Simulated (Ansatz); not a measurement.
All numbers below come from DFT, PBEsol, plane waves (420 eV) with PAW, scalar-relativistic (Ansatz 0.2.0). (PAW data from PBE, frozen cores regenerated.)

An element in the fcc structure gives this curve. The cell is scaled uniformly from the relaxed one, with fractional coordinates and shape fixed. Energies are extrapolated to zero smearing, pressures are those at the given smearing. Magnetic state: spin not included.

```tsv
V (Å³/atom)	E − E₀ (meV/atom)	P (GPa)
32.000	15.3	1.28
33.455	6.3	0.77
34.909	1.4	0.35
36.364	0.0	0.01
37.818	1.4	-0.28
39.273	5.2	-0.52
40.728	11.0	-0.71
```

Question: Which element is it?
A. sodium
B. ytterbium
C. lanthanum
D. calcium

Answer: A. Its fit is V₀ = 36.32 Å³/atom, B₀ = 7.9 GPa, B₀′ = 3.7.
